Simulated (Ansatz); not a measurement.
TePt:
```
CELL_PARAMETERS angstrom
      3.44226     0.00000     0.00000
      0.00000     3.44226     0.00000
      0.00000     0.00000     3.44226
ATOMIC_POSITIONS crystal
  Pt 0.00000 0.00000 0.00000
  Te 0.50000 0.50000 0.50000
```

Relaxed with PBE. Special points in fractions of this cell's reciprocal vectors: Γ (0.000, 0.000, 0.000); X (0.000, 0.500, 0.000); M (0.500, 0.500, 0.000); R (0.500, 0.500, 0.500).

Task: List the band energies nearest the Fermi level at these points for PBE (plane waves, PAW; program Ansatz).

Result: In eV from the Fermi level; about four levels below and three above (degenerate sets whole), none deeper than 8.9 eV; points with the same levels are listed once.

```
k                                below           above
-  -----------------------------------  --------------
Γ  -2.46 -2.46 -2.46 -1.30 -1.30 -1.30  0.47 6.93 6.93
X        -4.13 -4.13 -3.90 -2.40 -1.61  2.46 2.46 4.64
M        -3.12 -3.12 -1.94 -1.64 -0.36  0.84 8.07 8.07
R        -6.61 -6.61 -6.61 -1.59 -1.59  1.12 1.12 1.12
```

Space group Pm-3m (CsCl type). The start of the workflow was typed in or built on a structure type; neither database checked (COD, Materials Project) lists it. COD files the formula under space group No. 166, 194, so this cell is another polymorph or a model. Whether it is the stable phase at ambient conditions was not checked. Symmetry was held in the PBE relaxation; its stability against distortions is not shown here. The run is not spin-polarised. Its formation energy is positive at this level, so the cell may be metastable or incomplete. Spin–orbit coupling is left out wherever it is not named.

Potentials: the earlier of the program's two PAW sets.
